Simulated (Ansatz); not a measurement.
Ba₃Al₂Sn₂:
Space group Immm (No. 71); a = 4.614 Å, b = 5.286 Å, c = 20.718 Å, α = 90.00°, β = 90.00°, γ = 90.00°

```csv
atom,site,symmetry,x,y,z
Al,4j,mm2,0.0000,0.5000,0.0616
Sn,4i,mm2,0.0000,0.0000,0.3644
Ba,2b,mmm,0.5000,0.0000,0.0000
Ba,4i,mm2,0.0000,0.0000,0.1820
```
(The calculation used a cell of 7 atoms; values per cell refer to that cell.)

Relaxed with r²SCAN.

Question: Tabulate the valence density and the electron localisation function along the shortest Al–Sn contact (2.77 Å), plane-wave PAW r²SCAN (Ansatz code).

Answer: 

```csv
distance from Al (Å),density (e/Å³),ELF
0.28,0.07,0.08
0.42,0.08,0.03
0.55,0.12,0.10
0.69,0.18,0.44
0.83,0.23,0.72
0.97,0.26,0.82
1.11,0.28,0.82
1.25,0.29,0.78
1.39,0.31,0.69
1.52,0.35,0.53
1.66,0.43,0.38
1.80,0.61,0.31
1.94,1.06,0.27
2.08,2.09,0.19
2.22,4.11,0.09
2.35,7.39,0.02
2.49,11.54,0.00
```

The density is the valence pseudo-density with augmentation charge, so density and ELF within about 1 Å of a nucleus are not all-electron values.

The workflow started from an entry of the Crystallography Open Database (COD). Whether it is the stable phase at ambient conditions was not checked. The cell was relaxed with r²SCAN under the symmetry of its start; its stability against distortions is not shown here. Axis ratios of metals converge slowly with the k-mesh, so a and c are less sure than the volume. Spin–orbit coupling is left out wherever it is not named.

Potentials: the later of the program's two PAW sets.
